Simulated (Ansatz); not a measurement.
Relaxed-ion elastic tensor of SrMgF$_{4}$ in space group Cmc2_1 (No. 36; Pearson symbol oS24) in GPa (Voigt order), plane-wave PAW r²SCAN (Ansatz code); density 3.91 g/cm³, 13.29 Å³ per atom.

|  | 1 | 2 | 3 | 4 | 5 | 6 |
|---|---|---|---|---|---|---|
| 1 | 177 | 40.3 | 69.9 | 0.0 | 0.0 | 0.0 |
| 2 | 40.3 | 94.9 | 44.2 | 0.0 | 0.0 | 0.0 |
| 3 | 69.9 | 44.2 | 113 | 0.0 | 0.0 | 0.0 |
| 4 | 0.0 | 0.0 | 0.0 | 20.3 | 0.0 | 0.0 |
| 5 | 0.0 | 0.0 | 0.0 | 0.0 | 58.5 | 0.0 |
| 6 | 0.0 | 0.0 | 0.0 | 0.0 | 0.0 | 34.5 |

**Question.** Is the crystal mechanically stable?

**Answer.** Yes: the smallest eigenvalue of C is 20.3 GPa.

**Question.** Work out the Voigt, Reuss and Hill averages.

**Answer.** K_V = 77.0, K_R = 70.3, K_H = 73.7; G_V = 38.0, G_R = 32.5, G_H = 35.3 GPa.

**Question.** Give Young's modulus, Poisson's ratio, Pugh's ratio and the universal anisotropy index.

**Answer.** E = 9KG/(3K + G) = 91.3 GPa; ν = 0.29; K/G = 2.09 (ductile by the Pugh limit of 1.75); A_U = 5G_V/G_R + K_V/K_R − 6 = 0.93.

**Question.** Estimate the sound speeds and the Debye temperature.

**Answer.** v_l = √((K + 4G/3)/ρ) = 5550 m/s, v_t = √(G/ρ) = 3000 m/s, mean 3350 m/s; Θ = (h/k)(3n/4πV)^(1/3) v_m = 421 K.

**Question.** Solve the Christoffel equation for the three sound speeds along x, y, z.

**Answer.** Eigenvalues of C_ijkl n_j n_l equal ρv² (piezoelectric stiffening left out). In km/s, slowest first: x 2.97, 3.87, 6.72; y 2.28, 2.97, 4.93; z 2.28, 3.87, 5.37.

**Question.** How much does each axis shrink under pressure?

**Answer.** Linear compressibilities β_i = Σ_j S_ij (j = 1 to 3): x 2.1, y 7.5, z 4.6 per TPa.

The first step of the workflow began from a Materials Project structure, measured or hypothetical; the Crystallography Open Database files this formula in space group No. 36, but the cells were not matched. Whether it is the stable phase at ambient conditions was not checked. Symmetry was held in the r²SCAN relaxation; whether a distortion lowers the energy is not shown.

Potentials: the earlier of the program's two PAW sets. The files were generated under PBE; for other functionals the program regenerates the frozen cores, and for LDA and PBEsol the local potential too.
